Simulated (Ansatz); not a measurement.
**Rigid cleavage in SnSe**

Method: DFT r2SCAN, scalar-relativistic, plane waves, PAW (Ansatz 0.2.0). Cutoff 500 eV, Γ-centred 6×6×3 k-points, Gaussian smearing of 0.05 eV. No spin polarisation. Energies are free energies at this smearing, counted from the undisturbed cell; pressure is positive in compression.

Reference structure (as given, not relaxed at this level; it stands at 0.0 GPa; this form isn't the usual structure):

```
Sn Se
1.0
    -4.28533    0.00000    0.00000
     0.00000   -4.28533    0.00000
     0.00000    0.00000   10.99069
Sn Se
2 2
Direct
  0.50000 0.00000 0.37223
  0.00000 0.50000 0.62777
  0.50000 0.00000 0.61604
  0.00000 0.50000 0.38396
```

The cell holds layers and no dispersion correction was added, so their binding is poorly described.

The cut lies on the cell's a–b face, a (0 0 1) plane (indices in the standard cell, whose axes needn't be the Cartesian ones shown) of area 18.36 Å², between layers 8.18 Å apart. Vector c is lengthened by d along the normal with the atoms' Cartesian places fixed: one unrelaxed cut a cell.

| d (Å) | energy (J/m²) | traction dE/dd (GPa) | gap on the mesh (eV) |
| --- | --- | --- | --- |
| -0.30 | 0.00 | 0.0 | 1.78 |
| -0.15 | 0.00 | 0.0 | 1.78 |
| 0.00 | 0.00 | 0.0 | 1.78 |
| 0.25 | 0.00 | 0.0 | 1.78 |
| 0.50 | 0.00 | 0.0 | 1.78 |
| 0.75 | 0.00 | 0.0 | 1.78 |
| 1.00 | 0.00 | 0.0 | 1.78 |
| 1.50 | 0.00 | 0.0 | 1.78 |
| 2.00 | 0.00 | 0.0 | 1.78 |
| 3.00 | 0.00 | 0.0 | 1.78 |
| 4.50 | 0.00 | 0.0 | 1.78 |
| 6.00 | 0.00 | 0.0 | 1.78 |

Cost: 12 runs of about 2.9 core-minutes in all, on Intel Xeon Platinum 8488C (Sapphire Rapids) (shared hosts).